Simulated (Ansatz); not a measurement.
MoN2 in space group P4/mbm (No. 127; Mo on 2a, N on 4h), PBE in the plane-wave PAW code Ansatz, all energies at zero smearing, with the estimated change up to a 700 eV cutoff added, with one set of potentials and settings (totals compare only within such a set). Cell of 6 atoms (2 Mo, 4 N): -11447.421 eV.

| element | reference phase | E (eV/atom) |
|---|---|---|
| Mo | Im-3m, 1 atoms in the cell | -4956.0212 |
| N | Pa-3, 8 atoms in the cell | -384.0325 |

Formation energy per atom, worked out: (-11447.421 − 2×(-4956.0212) − 4×(-384.0325))/6 = 0.125 eV/atom (12 kJ per mol of atoms), at 0 K, without zero-point energy or fitted corrections.

The first step of the workflow began from a Materials Project structure, measured or hypothetical; the Crystallography Open Database copy checked does not list it. Its standing as an ambient phase is unchecked. The PBE relaxation kept the symmetry of its start; whether a distortion lowers the energy is not shown. The run is not spin-polarised. The references are the lowest solids computed at this level, not always the standard phases (solids in place of the gases).

Potentials: the later of the program's two PAW sets.
